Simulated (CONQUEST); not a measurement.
Worked example: self-consistent single point of Sb (R-3m, 12 atoms in the cell; from Materials Project mp-104, changed as shown) in CONQUEST.

All values come from this method and carry its errors: PBE, numerical atomic orbitals double-zeta with polarisation (the shipped basis), PseudoDojo norm-conserving potentials made for PBE (CONQUEST 1.3).

The change in words: volume scaled by 1.04. Reference geometry (R-3m):
```xyz
12
Lattice="4.3541 0.0000 0.0000 0.0000 7.5416 0.0000 0.0000 0.0000 11.4896" Properties=species:S:1:pos:R:3 pbc="T T T"
Sb     0.0000     0.0000     3.0822
Sb     2.1771     1.2569     0.7477
Sb     2.1771     1.2569     6.9121
Sb     0.0000     2.5139     4.5776
Sb     0.0000     2.5139    10.7420
Sb     0.0000     0.0000     8.4074
Sb     2.1771     3.7708     3.0822
Sb     0.0000     5.0277     0.7477
Sb     0.0000     5.0277     6.9121
Sb     2.1771     6.2846     4.5776
Sb     2.1771     6.2846    10.7420
Sb     2.1771     3.7708     8.4074
```

Reference input (self-consistent single point, DFT, PBE, numerical atomic orbitals double-zeta with polarisation (the shipped basis), PseudoDojo norm-conserving potentials made for PBE): basis = DZP; Diag.MPMeshX, Y, Z = 3 2 2; potentials = PseudoDojo norm-conserving PBE; Grid.GridCutoff = 140 Ha; DM.SolutionMethod = diagon; Diag.SmearingType = 1; Diag.kT = 0.004998 Ha; Diag.GammaCentred = true; Diag.MPOrder = 1; minE.SCTolerance = 1.0e-06; SC.MaxIters = 100; SC.LinearMixingFactor = 0.3. This run's input differs from it in these lines:

```diff
@@ -31,18 +31,18 @@
 # file: input.coords
-     8.228113211      0.000000000      0.000000000
-     0.000000000     14.251509409      0.000000000
-     0.000000000      0.000000000     21.712272871
+     8.336386959      0.000000000      0.000000000
+     0.000000000     14.439045829      0.000000000
+     0.000000000      0.000000000     21.997984343
 12
-    0.000000000     0.000000000     5.824534320  1 T T T
-    4.114056606     2.375256319     1.412882733  1 T T T
-    4.114056606     2.375256319    13.061951373  1 T T T
-    0.000000000     4.750498386     8.650321498  1 T T T
-    0.000000000     4.750498386    20.299390138  1 T T T
-    0.000000000     0.000000000    15.887738550  1 T T T
-    4.114056606     7.125754704     5.824534320  1 T T T
-    0.000000000     9.501011023     1.412882733  1 T T T
-    0.000000000     9.501011023    13.061951373  1 T T T
-    4.114056606    11.876253090     8.650321498  1 T T T
-    4.114056606    11.876253090    20.299390138  1 T T T
-    4.114056606     7.125754704    15.887738550  1 T T T
+    0.000000000     0.000000000     5.901179280  1 T T T
+    4.168193480     2.406512451     1.431474835  1 T T T
+    4.168193480     2.406512451    13.233833395  1 T T T
+    0.000000000     4.813010463     8.764150948  1 T T T
+    0.000000000     4.813010463    20.566509508  1 T T T
+    0.000000000     0.000000000    16.096805063  1 T T T
+    4.168193480     7.219522915     5.901179280  1 T T T
+    0.000000000     9.626035366     1.431474835  1 T T T
+    0.000000000     9.626035366    13.233833395  1 T T T
+    4.168193480    12.032533378     8.764150948  1 T T T
+    4.168193480    12.032533378    20.566509508  1 T T T
+    4.168193480     7.219522915    16.096805063  1 T T T
```

The program printed (abridged):

```
    PulayMixSC: Starting Pulay mixing, A_up =  0.300 A_dn =  0.300
    PulayMixSC: Spin non-polarised calculation.
    PulayMixSC: with Kerker preconditioning, q0 =  0.300
          Harris-Foulkes Energy            :     -1091.349622703645309 Ha
          Free Energy (E-TS)               :     -1091.349733296902286 Ha
    PulayMixSC: Pulay iteration     1 residual:              0.42954E-03
          Harris-Foulkes Energy            :     -1091.346666603515814 Ha
          Free Energy (E-TS)               :     -1091.346784788669765 Ha
    PulayMixSC: Pulay iteration     2 residual:              0.35709E-03
   [... lines left out ...]
          Free Energy (E-TS)               :     -1091.339263405516931 Ha
    PulayMixSC: Pulay iteration     8 residual:              0.27957E-05
          Harris-Foulkes Energy            :     -1091.339140648291732 Ha
          Free Energy (E-TS)               :     -1091.339264075159008 Ha
    PulayMixSC: Pulay iteration     9 residual:              0.10747E-05
          Harris-Foulkes Energy            :     -1091.339140419136356 Ha
          Free Energy (E-TS)               :     -1091.339263952067313 Ha
    PulayMixSC: Pulay iteration    10 residual:              0.88422E-06
    PulayMixSC: Reached SCF tolerance of  0.88422E-06 after     10 iterations
      | Number of electrons      =       180.000259
      | GS Energy with kT -> 0   =     -1091.339222774423661 Ha
      | Free Energy as E-TS      =     -1091.339263952067313 Ha
      |* Harris-Foulkes energy   =     -1091.339140419136356 Ha
      |* DFT total energy        =     -1091.339140456791029 Ha

    force: Forces on atoms (Ha/a0)
    force:  Atom   X              Y              Z
    force:     1   0.0000000000  -0.0009327833   0.0023776400
    force:     2  -0.0000000014   0.0009844454  -0.0022441866
    force:     3  -0.0000000015  -0.0010354322   0.0023008321
    force:     4   0.0000000000   0.0010354323  -0.0023008321
    force:     5   0.0000000000  -0.0009844454   0.0022441866
    force:     6   0.0000000000   0.0009327833  -0.0023776400
   [... lines left out ...]
    force:    12  -0.0000000019   0.0009327813  -0.0023776400

    force: Maximum force :        0.00237764(Ha/a0) on atom         7 in z direction
    force: Force Residual:        0.00250963 Ha/a0
    force: Total stress:         -0.55381717     0.53583843     0.79315442 GPa
    force: Average pressure:     -0.25839190 GPa

    get_E_and_F: Change in energy during last step of electronic optimisation:  0.22916E-06
```

The run converged in 10 iterations. CONQUEST prints the stress tensor with tension positive. Against the reference run the free energy drops by 6.0 meV/atom, the pressure goes from 1.91 to -0.26 GPa and the largest force goes from 0.101 to 0.131 eV/Å.

Spin-orbit coupling is left out, which matters for bands and gaps with elements this heavy. The program uses no crystal symmetry, so grid and mesh can part values that symmetry would make equal. The atom-centred basis is finite, which shifts total energies, pressures and forces against plane waves. The structure comes from a collection of computed structures, made at another level of theory; the collection holds predicted forms beside known ones. No clean gap shows at this smearing width and mesh (spacing up to 0.47 Å⁻¹); the mesh is coarse for partly filled bands, so the values carry mesh errors. Semi-local functionals can close small gaps.

Cost on one core: very roughly 80 core-seconds.
